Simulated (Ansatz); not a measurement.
V (bcc, W type)

```
V
1.0
   -2.95898     2.95898     2.95898
    1.47949    -1.47949     1.47949
    1.47949     1.47949    -1.47949
V
2
Cartesian
  0.00000   0.00000   0.00000
 -1.47949   1.47949   1.47949
```

In each cell atom 2 (V, nearest neighbour V at 2.563 Å; its periodic images, 2.6 Å or more away, move with it) moves by s·(1.000, 0.000, 0.000) (along Cartesian x), the rest being held.

Level of theory: PBEsol (plane waves to 420 eV, PAW, scalar-relativistic; Ansatz, an electronic-structure program). k mesh 9×18×18 (Γ-centred), Fermi-Dirac smearing 0.05 eV. Energies are smeared free energies. With partly filled bands, energies and forces of such displacements shift with the k mesh and the smearing. The PAW data are Ansatz's earlier set. V is run without spin polarisation. V was relaxed with its symmetry unable to fall. ΔE is measured from the undisplaced structure. The last digit holds for this mesh only.

```json
[
 {"s (Å)": "-0.510", "ΔE (meV/cell)": "withheld"},
 {"s (Å)": "-0.408", "ΔE (meV/cell)": "312.8"},
 {"s (Å)": "-0.306", "ΔE (meV/cell)": "203.9"},
 {"s (Å)": "-0.204", "ΔE (meV/cell)": "101.0"},
 {"s (Å)": "-0.102", "ΔE (meV/cell)": "27.0"},
 {"s (Å)": "0.000", "ΔE (meV/cell)": "0.0"},
 {"s (Å)": "0.102", "ΔE (meV/cell)": "27.0"},
 {"s (Å)": "0.204", "ΔE (meV/cell)": "101.0"},
 {"s (Å)": "0.306", "ΔE (meV/cell)": "203.9"},
 {"s (Å)": "0.408", "ΔE (meV/cell)": "312.8"},
 {"s (Å)": "0.510", "ΔE (meV/cell)": "withheld"}
]
```

### Question
Fit an even polynomial form (powers 2, 4, 6) to the given rows and predict ΔE at s = 0.510.

### Answer
Least squares on the 9 given rows: ΔE = (2649)·s² + (-5566)·s⁴ + (5644)·s⁶, in meV/cell with s in Å; root-mean-square residual 0.03 meV/cell. At 0.510 the fit gives 411.8 meV/cell; the calculation gives 408.0 meV/cell, so the extrapolation is off by 3.8 (+0.9 %). The quadratic term alone would give 689.0 meV/cell.

(A displaced cell: forces are minus the slopes of the energy, force constants its curvatures, and phonons follow from these.)
